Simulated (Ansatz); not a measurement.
PtSe2:
Space group R3m, hexagonal axes (No. 160); a = b = 3.599 Å, c = 15.613 Å, α = β = 90.00°, γ = 120.00°

| atom | site | symmetry | x | y | z |
|---|---|---|---|---|---|
| Pt | 3a | 3m | 0.0000 | 0.0000 | 0.9988 |
| Se | 3a | 3m | 0.0000 | 0.0000 | 0.2401 |
| Se | 3a | 3m | 0.0000 | 0.0000 | 0.4277 |
(The calculation used a cell of 3 atoms; values per cell refer to that cell.)

Relaxed with LDA.

Problem. Decompose the optical modes at the zone centre into irreducible representations, and say which are infrared and Raman allowed.

Solution. Point group 3m: Γ_opt = 2A1 + 2E. Infrared: A1, E. Raman: A1, E.

Problem. Assign frequencies (DFPT, LDA (plane waves, PAW; program Ansatz)).

Solution. E 94, E 111, A1 143, A1 182 cm⁻¹.

A made-up cell: these elements were put on the sites of a structure type; neither database checked (COD, Materials Project) lists it. COD files the formula under space group No. 164. Its standing as an ambient phase is unchecked. The LDA relaxation kept the symmetry of its start; whether a distortion lowers the energy is not shown. No spin polarisation was allowed. A crystal of weakly bound layers computed without a dispersion correction: the cell and the soft elastic constants depend strongly on that. As this level gives no gap, phonon frequencies hold no LO–TO term and depend on the k-mesh and smearing (Fermi–Dirac, 0.1 eV here). Spin–orbit coupling is left out wherever it is not named.

Potentials: the earlier of the program's two PAW sets. The files were generated under PBE; for other functionals the program regenerates the frozen cores, and for LDA and PBEsol the local potential too.
